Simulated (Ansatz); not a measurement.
## NaWO$_{3}$, a known structure type with other elements, at an estimated volume

```yaml
crystal:
  lattice:
    - [4.05629, 0.00000, 0.00000]
    - [0.00000, 4.05629, 0.00000]
    - [0.00000, 0.00000, 4.05629]
  atoms:
    - { symbol: W, position: [0.00000, 0.00000, 0.00000] }
    - { symbol: O, position: [0.50000, 0.00000, 0.00000] }
    - { symbol: O, position: [0.00000, 0.50000, 0.00000] }
    - { symbol: O, position: [0.00000, 0.00000, 0.50000] }
    - { symbol: Na, position: [0.50000, 0.50000, 0.50000] }
```

Method: r2SCAN, collinear spin; PAW, plane waves to 500 eV, 6×6×6 Γ-centred mesh, fermi-dirac occupations (width 0.1 eV) (Ansatz 0.2.0), atoms fixed.

The state carries no moments; the state need not be the lowest.

Question: Describe some of the short contacts.

Answer: W–O at 2.03 Å: least valence density 0.76 e/Å³ and ELF 0.22 there. Na–O at 2.87 Å: least valence density 0.04 e/Å³ and ELF 0.01 there. These are pseudo-fields; inside the PAW spheres they differ from the all-electron ones.

Question: How is the charge shared?

Answer: Bader charges in e: Na +0.92, W +2.76, O -1.23. In the mean W gives up most and O takes most.

Question: What is the formation energy?

Answer: -2.15 eV an atom against the elements' usual phases (free molecules for gases, crystals otherwise, with no correction for O₂ or N₂), so it is bound against them; other compounds may still compete. Relaxing would lower it.

Question: Is there a gap?

Answer: It is a metal, with about 1.2 states/eV a cell as the mean within 0.25 eV of the Fermi level, mostly W d (78 %) and O p (20 %).

Question: What does the stress say?

Answer: The pressure is -23.0 GPa (compression positive), so with the atoms held at these fractions the cell would first shrink.

Origin: a known structure type with other elements, at an estimated volume, so it need not be a known compound. Caveats: an odd electron count with no moments left, so an order that this cell can't hold may lie lower; atoms or cell far from equilibrium.
